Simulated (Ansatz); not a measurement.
W:
```yaml
crystal:
  lattice:
    - [2.75222, 0.00000, 0.00000]
    - [-1.37611, 2.38349, 0.00000]
    - [0.00000, 0.00000, 4.88872]
  atoms:
    - { symbol: W, position: [0.33333, 0.66667, 0.75000] }
    - { symbol: W, position: [0.66667, 0.33333, 0.25000] }
```

Relaxed with PBEsol. Special points in fractions of this cell's reciprocal vectors: Γ (0.000, 0.000, 0.000); M (0.500, 0.000, 0.000); K (0.333, 0.333, 0.000); A (0.000, 0.000, 0.500); L (0.500, 0.000, 0.500); H (0.333, 0.333, 0.500).

List the band energies nearest the Fermi level at these points for PBEsol with spin–orbit coupling in the plane-wave PAW code Ansatz.

In eV from the Fermi level; about four levels below and three above (degenerate sets whole), none deeper than 8.9 eV; points with the same levels are listed once.

```tsv
k	below	above
Γ	-0.23 -0.23 -0.16 -0.16	0.47 0.47 1.90 1.90
M	-0.60 -0.60 -0.01 -0.01	4.82 4.82 5.87 5.87
K	-1.71 -1.71 -1.53 -1.53	0.37 0.37 3.16 3.16
A	-0.15 -0.15 -0.15 -0.15	3.50 3.50 3.50 3.50
L	-3.57 -3.57 -3.57 -3.57	1.14 1.14 1.14 1.14
H	-1.57 -1.57 -1.30 -1.30	0.50 0.50 0.82 0.82
```

Space group P6_3/mmc (hcp (Mg type)). The start of the workflow was typed in or built on a structure type; the Crystallography Open Database copy checked does not list it. It is not the phase usual at ambient conditions (space group No. 229). The cell was relaxed with PBEsol under the symmetry of its start; of distortions, only those at the zone centre were tested. The run is not spin-polarised.

Potentials: the later of the program's two PAW sets.
